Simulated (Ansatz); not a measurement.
Ansatz 0.2.0, single run: Ba2CaMoO6

Run with:

```bash
ansatz run input.yaml --threads 1 --pin off --max-ram 2560MiB --backend cpu --events-out ev --progress --plain --runs-dir out
```

The input file (Ansatz 0.2.0, plane waves):

```yaml
crystal:
  lattice:
    - [0.0, 4.196154, 4.196154]
    - [4.196154, 0.0, 4.196154]
    - [4.196154, 4.196154, 0.0]
  atoms:
    - { symbol: Ba, position: [0.25, 0.25, 0.25] }
    - { symbol: Ba, position: [0.75, 0.75, 0.75] }
    - { symbol: Ca, position: [0.0, 0.0, 0.0] }
    - { symbol: Mo, position: [0.5, 0.5, 0.5] }
    - { symbol: O, position: [0.72814, 0.27186, 0.27186] }
    - { symbol: O, position: [0.27186, 0.72814, 0.27186] }
    - { symbol: O, position: [0.27186, 0.72814, 0.72814] }
    - { symbol: O, position: [0.72814, 0.27186, 0.72814] }
    - { symbol: O, position: [0.27186, 0.27186, 0.72814] }
    - { symbol: O, position: [0.72814, 0.72814, 0.27186] }
  symmetry: { tolerance: 0.0003 }
kpoints:
  mp_grid: { grid: [4, 4, 4], shift: [0, 0, 0] }
magnetization:
  spin_polarized: false
scf:
  occupations: { method: fermi_dirac }
  lower_state_search: light
hamiltonian:
  pseudopotentials: { kind: paw }
  xc: r2scan
basis:
  ecutwfc: 500
  xc_grid: 3
output:
  forces: true
  stress: true
  eigenvalues: true
```

Origin of the cell: a database entry, scaled a little.

The smearing width isn't typed, so it takes its default of 0.1 eV.

Output (shortened):

```
Pseudopotentials: kind: paw
Pseudopotential: Ba, paw, valence charge 10, recommended cutoff 500 eV (meta_gga), Ba.paw.azcp
Pseudopotential: Ca, paw, valence charge 10, recommended cutoff 500 eV (meta_gga), Ca.paw.azcp
Pseudopotential: Mo, paw, valence charge 14, recommended cutoff 500 eV (meta_gga), Mo.paw.azcp
Pseudopotential: O, paw, valence charge 6, recommended cutoff 500 eV (meta_gga), O.paw.azcp
Functional definition: r2SCAN
  exchange = r2scan_x(k0 = k0, k1 = k1, a1 = a1)
  correlation = r2scan_c
Crystal: 10 atoms, lattice volume = 147.769 Å³
Basis set: ecut = 500 eV, 3719 PW (Γ), exchange–correlation on 135×135×135 points (27 copies of the dense FFT grid, shifted against one another)
Bands: 50, of which v1, the nominal top of the filled ones, is band 40 counted from 1 (39 counted from 0)
[… 15 lines left out …]
Initial density: superposition of atomic densities (neutral atoms: chi_scale 0, normalization atom), corrected by the library's trained network
Functional: x = r2scan, c = r2scan; τ floored in thin density (d = 2e-4 eV/Å³)
SCF iter   1: F=—  HF=-22143.362815 eV  Δρ=1.40e-2  dr2=4.46e-1  dr2_τ=4.83e-1  defer=10
SCF iter   2: F=—  HF=-22143.577008 eV  Δρ=7.57e-3  dr2=6.81e-2  dr2_τ=3.63e-2  defer=16
SCF iter   3: F=—  HF=-22143.566801 eV  Δρ=2.95e-3  dr2=8.73e-3  dr2_τ=6.22e-4  defer=8
SCF iter   4: F=—  HF=-22143.564309 eV  Δρ=6.71e-4  dr2=3.18e-4  dr2_τ=7.42e-5  defer=8
SCF iter   5: F=—  HF=-22143.564318 eV  Δρ=1.34e-4  dr2=1.76e-5  dr2_τ=4.76e-6  defer=8
SCF iter   6: F=—  HF=-22143.564467 eV  Δρ=3.87e-5  dr2=2.15e-6  dr2_τ=2.69e-7  defer=8
SCF iter   7: F=-22143.564469 eV  HF=-22143.564468 eV  Δρ=5.34e-6  dr2=2.75e-8  dr2_τ=4.79e-9
SCF 1 converged in 7 iterations: F = -22143.564469 eV  dr2 = 2.75e-8
SCF converged after 7 iterations
Free energy (F): -22143.564469 eV
Harris-Foulkes:  -22143.564468 eV  (|F-HF|=2.57e-8)
Internal energy: -22143.564466 eV  (E = F + TS)
E sigma→0 (E₀):  -22143.564467 eV
Entropy (-TS):   -0.000003 eV (-0.000 meV/atom)
Fermi energy:    10.123668 eV
--- Per-component energies (eV) ---
  E_band       = -348.670518
  E_kinetic    = 2116.414621
  E_local      = -4695.701729  (includes V_loc(G=0)·N_el)
  E_nonlocal   = 594.549459
  E_hartree    = 1716.439402
  E_xc         = -1076.207127
  E_vxc        = -1388.053991  (∫ρ·V_xc dr)
  E_paw        = -15540.379792  (= ΣΔE_a)
  E_vpaw       = -492.931054  (= ΣTr[D̂ρ^β])
  E_aug_tail   = 0.005873  (compensation charges beyond the density's cutoff)
  E_vtau       = 84.164213  (kinetic-family band-sum trace: ∫τ·v_τ [+ j·A + Jᵃ·Aᵃ] dr)
  E_ewald      = -5258.192487
  E_core_change = -0.492683  (= ΣΔE_core)
  E_smearing   = -0.000003  (= −TS)
  Σ components = -22143.564469   (vs F -22143.564469, Δ=0.00e0)
--- Forces (eV/Å), atoms counted from 1 ---
  atom   1  Ba     0.000000     0.000000     0.000000
  atom   2  Ba     0.000000     0.000000     0.000000
  atom   3  Ca    -0.000000     0.000000     0.000000
  atom   4  Mo     0.000000    -0.000000    -0.000000
  atom   5  O     -0.207074     0.000000     0.000000
  atom   6  O     -0.000000    -0.207074     0.000000
  atom   7  O      0.207074    -0.000000     0.000000
  atom   8  O      0.000000     0.207074    -0.000000
  atom   9  O      0.000000     0.000000    -0.207074
  atom  10  O      0.000000    -0.000000     0.207074
  max |Σ_I F_I| component: 1.10e-16 eV/Å
--- Stress (GPa, compression-positive) ---
        0.374441      -0.000000       0.000000
       -0.000000       0.374441      -0.000000
        0.000000      -0.000000       0.374441
  P = ⅓ Tr σ = 0.3744 GPa (3.744 kbar)
```

It ran for 9.2 s of wall time on 1 CPU thread(s) of a shared host, from the program's own first density.
